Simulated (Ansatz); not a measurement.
The start is a generated trial cell of Sb in the trigonal-Se structure type. The structure is fully relaxed (lattice and positions, P = 0) with PBEsol (plane waves to 420 eV, PAW, scalar-relativistic; Ansatz, a program for electronic structure). First-step values are on the input's coarse k-mesh.

Ansatz input (later rounds restart from its end on a renewed k-mesh):
Ansatz 0.2 input:
```yaml
crystal:
  lattice:
    - [5.114634, 0, 0]
    - [-2.557317, 4.429403, 0]
    - [0, 0, 5.802724]
  atoms:
    - { symbol: Sb, position: [0.2254, 0, 0.83333333] }
    - { symbol: Sb, position: [0, 0.2254, 0.16666667] }
    - { symbol: Sb, position: [0.7746, 0.7746, 0.5] }
basis: { ecutwfc: 420, ecutrho_ratio: 4, xc_grid: 2, fft_grid_basis: typed }
kpoints: { mp_grid: { grid: [7, 7, 6] } }
hamiltonian:
  xc: pbesol
  dispersion: none
  pseudopotentials: { azcp: { folder: ./paw }, kind: paw }
scf: { occupations: { method: fermi_dirac, width: 0.05 } }
relax: { f_tol: 0.01, max_steps: 100, cell: { stress_tol: 0.02 } }
output: { forces: true, stress: true }
```

- Initial pressure: -2.7 GPa (negative: the cell is under tension)
- Largest initial force: 0.47 eV/Å, on Sb1, Sb2, Sb3 (atoms numbered as listed)
- Outcome: The space group goes from P3₁21 (No. 152) to Pm-3m (No. 221); the end is AFLOW prototype A_cP1_221_a (A_h), with 1 atom in the primitive cell
- Energy released: 0.70 eV/atom
- Volume change: -34.7 %, from 43.82 to 28.64 Å³/atom
- Shortest distances (start → end): The closest pairs of elements (up to four, under 3.6 Å), start → end: Sb–Sb 2.78 → 3.06 Å
- Optimiser moves: 14

Relaxed structure:

Space group Pm-3m (No. 221); a = b = c = 3.0594 Å, α = β = γ = 90.00°

```json
[
 {"atom": "Sb", "site": "1b", "symmetry": "m-3m", "x": "0.5000", "y": "0.5000", "z": "0.5000"}
]
```

Final values are on a 15×15×15 k-mesh of the relaxed cell. No spin polarisation in the result. The relaxed primitive cell holds an odd number of electrons. A magnetic state may lie lower.

The run could not lose the symmetry of its start, so the end can be a saddle point.

The relaxed structure here is a generated cell of Sb: the first start was made by placing the elements on the sites of a structure type, and the end was not matched to a known phase here, so it may be hypothetical. Known forms of Sb include space group No. 166.
